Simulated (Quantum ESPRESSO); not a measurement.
# Kohn-Sham bands of ZrSi (Cmcm)

```
CELL_PARAMETERS angstrom
      0.00000     0.00000     3.75684
     -3.77138     0.00000     0.00000
      1.88569    -4.97360     0.00000
ATOMIC_POSITIONS crystal
  Zr 0.75000 0.64515 0.29030
  Zr 0.25000 0.35485 0.70970
  Si 0.75000 0.92185 0.84370
  Si 0.25000 0.07815 0.15630
```

Cell from Materials Project (mp-11322), symmetrised, no further relaxation. COD (Crystallography Open Database) has the formula in 2 space groups, this one among them (matched by group alone). Computed values, not measurements, from PBEsol: Quantum ESPRESSO (norm-conserving PseudoDojo potentials, cutoff 53 Ry, spinors with spin-orbit coupling) on a Γ-centred 4×4×4 mesh, then Wannier90. Density: 8×10×10 mesh, cold smearing 0.01 Ry.

Question: List the Kohn-Sham levels between −8 and 3.0 eV relative to the Fermi level at the high-symmetry points, as a band run of pw.x on that density gives them (levels within 2 meV counted together).

Answer: 
| point | k (reciprocal lattice) | levels (eV) |
|---|---|---|
| Γ | 0.000 0.000 0.000 | -6.89 (×2), -3.40 (×2), -2.59 (×2), -2.55 (×2), -2.47 (×2), -0.79 (×2), 0.44 (×2), 0.53 (×2), 1.13 (×2), 1.47 (×2), 2.06 (×2), 2.27 (×2) |
| Y | 0.000 0.000 -0.500 | -7.62 (×2), -3.16 (×2), -2.86 (×2), -2.30 (×2), -2.16 (×2), -1.80 (×2), 0.44 (×2), 1.08 (×2), 1.21 (×2), 1.43 (×2), 2.07 (×2), 2.45 (×2) |
| C_0 | 0.000 -0.428 -0.286 | -5.77 (×2), -5.41 (×2), -3.55 (×2), -3.23 (×2), -2.45 (×2), -1.03 (×2), -0.48 (×2), 0.18 (×2), 0.79 (×2), 1.44 (×2), 2.35 (×2) |
| Σ_0 | 0.000 -0.572 0.286 | -5.77 (×2), -5.41 (×2), -3.55 (×2), -3.23 (×2), -2.45 (×2), -1.03 (×2), -0.48 (×2), 0.18 (×2), 0.79 (×2), 1.44 (×2), 2.35 (×2) |
| Z | 0.500 0.000 0.000 | -3.80 (×4), -2.61 (×4), -2.00 (×4), 2.65 (×4), 2.89 (×4) |
| A_0 | 0.500 -0.572 0.286 | -4.30 (×2), -4.30 (×2), -2.90 (×2), -2.85 (×2), -1.30 (×2), -1.29 (×2), 1.76 (×2), 1.76 (×2) |
| E_0 | 0.500 -0.428 -0.286 | -4.30 (×2), -4.30 (×2), -2.90 (×2), -2.85 (×2), -1.30 (×2), -1.29 (×2), 1.76 (×2), 1.76 (×2) |
| T | 0.500 0.000 -0.500 | -4.77 (×4), -1.96 (×4), -1.23 (×4), 0.59 (×4), 1.44 (×4) |
| S | 0.000 -0.500 0.000 | -6.06 (×2), -4.71 (×2), -3.84 (×2), -3.50 (×2), -2.55 (×2), -1.29 (×2), -0.47 (×2), 0.50 (×2), 0.98 (×2), 2.22 (×2), 2.37 (×2), 2.86 (×2) |
| R | 0.500 -0.500 0.000 | -3.97 (×4), -3.16 (×4), -1.33 (×4), 2.47 (×4) |
